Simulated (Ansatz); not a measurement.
Si2W:
```cif
data_Si4W2
_chemical_formula_sum 'Si4 W2'
_space_group_name_H-M_alt 'I4/mmm'
_space_group_IT_number 139
_space_group_name_Hall '-I 4 2'
_cell_length_a 3.22903
_cell_length_b 3.22903
_cell_length_c 7.86746
_cell_angle_alpha 90.000
_cell_angle_beta 90.000
_cell_angle_gamma 90.000
loop_
_atom_site_label
_atom_site_type_symbol
_atom_site_symmetry_multiplicity
_atom_site_Wyckoff_symbol
_atom_site_fract_x
_atom_site_fract_y
_atom_site_fract_z
_atom_site_occupancy
Si1 Si 4 e 0.00000 0.00000 0.33457 1
W1 W 2 a 0.00000 0.00000 0.00000 1
```
(The calculation used a cell of 3 atoms; values per cell refer to that cell.)

Relaxed with PBE.

Q: Which orbitals make up the states near the Fermi level in the program Ansatz at the PBE level (PAW)?

A: Within 0.5 eV of the Fermi level: W 5d 69 %, Si 3p 21 %, Si 3s 7 %. Projections are on Löwdin-orthogonalised atomic valence shells; empty p or d shells of many metals are not among them.

Q: Tabulate the density of states.

A: States/eV per cell of 3 atoms, in 0.25 eV bins, energy from the Fermi level.

```tsv
E (eV)	total	W 5d	Si 3p	Si 3s
-7.85	0.60	0.16	0.21	0.21
-7.60	0.61	0.16	0.24	0.18
-7.35	0.62	0.16	0.27	0.15
-7.10	0.63	0.16	0.30	0.13
-6.85	0.66	0.16	0.34	0.10
-6.60	0.89	0.22	0.51	0.08
-6.35	1.28	0.32	0.81	0.08
-6.10	1.21	0.28	0.79	0.07
-5.85	1.05	0.25	0.66	0.07
-5.60	1.11	0.30	0.64	0.10
-5.35	0.94	0.26	0.51	0.13
-5.10	0.68	0.19	0.33	0.12
-4.85	0.91	0.27	0.44	0.13
-4.60	1.07	0.37	0.47	0.15
-4.35	1.46	0.57	0.57	0.19
-4.10	1.49	0.63	0.56	0.18
-3.85	1.23	0.57	0.44	0.13
-3.60	1.46	0.67	0.53	0.16
-3.35	1.76	0.87	0.61	0.18
-3.10	1.93	1.03	0.66	0.15
-2.85	3.30	1.82	1.19	0.16
-2.60	4.56	2.55	1.67	0.16
-2.35	4.59	2.30	1.96	0.13
-2.10	2.10	1.09	0.85	0.08
-1.85	1.42	0.74	0.57	0.06
-1.60	1.08	0.66	0.33	0.05
-1.35	0.90	0.60	0.24	0.04
-1.10	0.82	0.57	0.18	0.03
-0.85	0.79	0.60	0.14	0.02
-0.60	0.85	0.71	0.10	0.01
-0.35	0.71	0.60	0.08	0.00
-0.10	0.23	0.16	0.07	0.00
0.15	0.26	0.16	0.08	0.01
0.40	0.62	0.31	0.17	0.11
0.65	0.64	0.30	0.20	0.11
0.90	0.80	0.39	0.24	0.11
1.15	0.96	0.46	0.30	0.13
1.40	1.28	0.59	0.38	0.20
1.65	1.52	0.72	0.41	0.23
1.90	1.85	0.87	0.46	0.26
2.15	2.23	1.07	0.57	0.34
2.40	2.76	1.33	0.66	0.40
2.65	2.52	1.24	0.61	0.35
2.90	2.15	0.96	0.50	0.22
3.15	1.77	0.67	0.40	0.20
3.40	1.61	0.51	0.41	0.20
3.65	1.54	0.47	0.43	0.21
3.90	1.94	0.65	0.56	0.25
4.15	2.26	0.72	0.68	0.28
4.40	2.67	0.75	0.88	0.35
4.65	1.78	0.43	0.69	0.18
```

Symmetry was held in the PBE relaxation. No spin polarisation was allowed. Spin–orbit coupling is left out wherever it is not named.

Potentials: the later of the program's two PAW sets.
